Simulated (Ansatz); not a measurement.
Given:

Co$_{2}$N:
```xyz
3
Lattice="2.7954 0.0000 0.0000 -1.3977 2.4209 0.0000 0.0000 0.0000 4.1329" Properties=species:S:1:pos:R:3 pbc="T T T"
N      0.0000     0.0000     0.0000
Co     0.0000     1.6139     0.9995
Co     1.3977     0.8070     3.1334
```

This is the PBE-relaxed structure.

**Question.** All from the program Ansatz at the PBE level (PAW), unless another level is named. Estimate the electronic character.

**Answer.** metallic (no gap).

**Question.** Give the density of states at the Fermi level.

**Answer.** 1.1 states/eV per atom (mean over ±0.08 eV).

**Question.** Give the formation energy from the elements (no fitted shifts).

**Answer.** 0.26 eV/atom.

Space group P-3m1 (anti-CdI2 type). A made-up cell: these elements were put on the sites of a structure type; neither database checked (COD, Materials Project) lists it. COD files the formula under space group No. 58. Whether it is the stable phase at ambient conditions was not checked. The PBE relaxation kept the symmetry of its start; whether a distortion lowers the energy is not shown. The workflow began spin-polarised and lost its moments. The references are the lowest solids computed at this level, not always the standard phases (solids in place of the gases).

Potentials: the earlier of the program's two PAW sets.
